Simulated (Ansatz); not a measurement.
Compressing MgNi₃C: a fit and a missing row

MgNi₃C, Pm-3m, a = 3.783 Å. The structure is a COD entry; whether it is the stable form wasn't checked. Ansatz: r2SCAN, PAW, 500 eV, Γ-centred 10×10×10 mesh on 5 atoms, Gaussian smearing 0.10 eV; collinear spin, largest moment 0.1 μB. Symmetry fixes shape and atoms, so the cell is only scaled; pressure is positive in compression.

```
V (Å³/atom) P (GPa)
      9.531        ?
      9.856    21.80
     10.181    13.30
     10.506     6.10
     10.830    -0.02
     11.155    -5.21
     11.480    -9.63
     11.913   -14.50
```

Take V0 = 10.830 Å³/atom, count pressures from its P0 = -0.02 GPa, fit the third-order Birch–Murnaghan form to the other rows, and predict the missing pressure.

With the Eulerian strain f = ½[(V0/V)^(2/3) − 1] and y = (P − P0)/[3f(1 + 2f)^(5/2)], the form is the line y = B0 + 1.5 B0 (B0′ − 4) f. Rows (f, y): 0.03242, 191.7; 0.02103, 190.5; 0.01023, 189.6; -0.00976, 186.2; -0.01906, 185.2; -0.03078, 183.8. Means f = 0.0006800, y = 187.83; Σ(Δf)² = 0.003001, ΣΔfΔy = 0.3898; the slope is their ratio. y = 187.7 + 129.9 f GPa, so B0 = 187.7 GPa and B0′ = 4 + 2 × (129.9)/(3 × 187.7) = 4.46. At V = 9.531, f = 0.04446, y = 193.48 and P = 31.91 GPa. The run gave 31.82 GPa, so the fit is 0.09 GPa too high, a small miss on the scale of the series.

The state reached may not be the lowest one.

Cost: 8 runs of about 23 core-minutes in all, on Intel Xeon Processor @ 2.50GHz (Skylake/Cascade Lake) (shared hosts).